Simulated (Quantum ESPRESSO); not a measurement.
Ti2Ga4AgRu (simulated cell) (calculated)

Calculation on a made-up metal alloy cell, not a measurement: no spin or spin-orbit, unrelaxed, 2900 K smearing, stress positive in tension, cell energy less fitted offsets; periodic Kohn-Sham density functional theory in plane waves with PseudoDojo standard norm-conserving scalar-relativistic pseudopotentials, each functional with its own files (v0.5 for PBE, v0.4.1 for LDA and PBEsol), eight atoms on drawn sites of a strained close-packed or body-centred lattice, each displaced and held fixed; the energy is the cell's free energy, ions and the entropy term -TS included, at the stated Fermi-Dirac width, less a fixed offset for each atom's element (shifted free energy); compositions with an open d shell lost a parallel starting moment in a cheaper test run, and other magnetic orders were not tried; an error bar is the largest change of its kind in a tighter rerun, never given below 0.002 eV, 0.02 GPa or 0.003 eV/angstrom, and covers cutoff and k-mesh only, not smearing or the files. Program: Quantum ESPRESSO 7.5.

Entry: Ti2Ga4AgRu (simulated cell)

```xyz
8
Lattice="0.0215 2.1264 2.1600 -4.1294 -0.0335 -0.0094 -0.0483 -8.3732 8.5074" Properties=species:S:1:pos:R:3 Ti2Ga4AgRu
Ga     0.0214     0.1345     0.0121
Ga    -0.0133    -2.2628     2.0658
Ga     0.0556    -4.2395     4.3631
Ag    -0.1383    -6.3038     6.3263
Ti    -2.1216    -0.1148     2.0378
Ti    -2.0416    -2.0285     4.2148
Ru    -2.0439    -4.1110     6.3497
Ga    -2.0086    -6.1517     8.4023
```

```
lattice type             : face-centred cubic
functional               : pbe
cutoff                   : 1143 eV
fermi dirac smearing     : 0.25 eV
electrons removed        : 0
run command              : mpirun -np 4 pw.x -nk 4 -in in
run processor            : Intel Xeon, 2023 or later, virtual cores
k mesh                   : 8 x 6 x 2 shifted half a step off Gamma on each axis
entropy term negative ts : -1.51 eV
pressure                 : -11.52 GPa
stress xx                : 11.29 GPa
stress yy                : 11.67 GPa
stress zz                : 11.59 GPa
stress yz                : -1.93 GPa
stress xz                : -0.09273 GPa
stress xy                : 0.27 GPa
shifted free energy      : -0.26 eV
```

Atoms:
| atoms element | atom site | atom energy offset (eV) |
| --- | --- | --- |
| Ga | 1 | -2081.03 |
| Ga | 2 | -2081.03 |
| Ga | 3 | -2081.03 |
| Ag | 4 | -4218.03 |
| Ti | 5 | -1615.4 |
| Ti | 6 | -1615.4 |
| Ru | 7 | -2750.51 |
| Ga | 8 | -2081.03 |

Forces:
| site | x (eV/Å) | y (eV/Å) | z (eV/Å) |
| --- | --- | --- | --- |
| 1 | 0.019 | -0.517 | 0.184 |
| 2 | -0.038 | 0.375 | 0.04 |
| 3 | -0.08 | -0.501 | 0.39 |
| 4 | 0.583 | 0.185 | -0.066 |
| 5 | 0.138 | 0.26 | -0.087 |
| 6 | 0.004 | -0.749 | 0.546 |
| 7 | -0.275 | 0.894 | -0.922 |
| 8 | -0.35 | 0.053 | -0.085 |

Notes: a spin test at this wide smearing found no moment, but such smearing suppresses magnetism that the real alloy may have; lattice, volume and sites are drawn at random and may be unstable or far from any real phase; energies are for the whole cell, less offsets fitted to these runs, so they are not formation energies; error bars: energy 0.012 eV, stress 0.16 GPa, force 0.018 eV/Å, from a tighter rerun of a related cell, whose elements or sites may differ; 19 SCF iterations, 190 s of wall time on a shared machine.
